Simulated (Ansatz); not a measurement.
ZnSe (zinc blende)

```yaml
crystal:
  lattice:
    - [0.00000, 5.66608, 5.66608]
    - [2.83304, 2.83304, 5.66608]
    - [2.83304, 2.83304, 0.00000]
  atoms:
    - { symbol: Se, position: [0.00000, 0.75000, 0.75000] }
    - { symbol: Se, position: [0.50000, 0.75000, 0.75000] }
    - { symbol: Zn, position: [0.00000, 0.00000, 0.00000] }
    - { symbol: Zn, position: [0.50000, 0.00000, 0.00000] }
```

The atoms are displaced by Q × the pattern below (from a DFPT mode at X = (0.5, 0.5, 0.0), largest move 1; Q in Å), at fixed cell. It is one choice among 2 degenerate patterns. (q is in reciprocal vectors of the primitive cell; the cell shown is doubled to hold the pattern.)

```json
[
 {"atom": "Se1", "x": "-0.704", "y": "0.000", "z": "0.000"},
 {"atom": "Se2", "x": "0.704", "y": "0.000", "z": "0.000"},
 {"atom": "Zn3", "x": "0.000", "y": "-1.000", "z": "0.000"},
 {"atom": "Zn4", "x": "0.000", "y": "1.000", "z": "0.000"}
]
```

All values below come from r2SCAN (plane waves to 500 eV, PAW, scalar-relativistic; Ansatz, a quantum-chemistry and plane-wave program). k mesh 10×10×10 (Γ-centred), Fermi-Dirac smearing 0.05 eV. The PAW data are Ansatz's earlier set. ZnSe was relaxed with its symmetry unable to fall. 

| Q (Å) | −dE/dQ from forces (eV/Å) |
|---|---|
| -0.100 | 0.396 |
| -0.083 | 0.330 |
| -0.067 | 0.263 |
| -0.050 | 0.197 |
| -0.033 | 0.131 |
| -0.017 | 0.066 |
| 0.000 | 0.000 |
| 0.017 | -0.066 |
| 0.033 | -0.131 |
| 0.050 | -0.197 |
| 0.067 | -0.263 |
| 0.083 | -0.330 |
| 0.100 | -0.396 |

Q: What harmonic wavenumber does the curvature at Q = 0 give?

A: 72 cm⁻¹. E″ = 3.94 eV/Å², M = Σ mᵢ|uᵢ|² = 208.9 u, ν̃ = 521.5·√(|E″|/M).

(A displaced cell: forces are minus the slopes of the energy, force constants its curvatures, and phonons follow from these.)
